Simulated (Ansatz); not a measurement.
Computed properties of La

```
CELL_PARAMETERS angstrom
3.78306 0.00000 0.00000
-1.89153 3.27623 0.00000
0.00000 0.00000 6.07613
ATOMIC_POSITIONS crystal
La 0.33333 0.66667 0.25000
La 0.66667 0.33333 0.75000
```

Atoms are numbered in the order listed.

The structure comes from a relaxation in the same program, started in the hcp type, and has space group P6_3/mmc. Whether it is a known phase or the ground state wasn't checked.

Spin–orbit coupling is left out, though it moves levels of the heavy atoms by tenths of an eV or more.

Theory: DFT, PBE, all-electron LAPW, scalar-relativistic in Ansatz 0.2.0.

Settings: a Γ-centred 12×12×7 k mesh, Fermi–Dirac smearing of 0.05 eV, basis error target 1 meV/atom, no spin polarisation.

| Quantity | Value |
| --- | --- |
| Band gap | none: bands cross the Fermi level, a metal |
| Density of states at the Fermi level (0.2 eV bin) | 3.55 states/eV per cell |
| Volume per atom | 254.1 bohr³ |
| Pressure at this cell | 0.04 GPa |
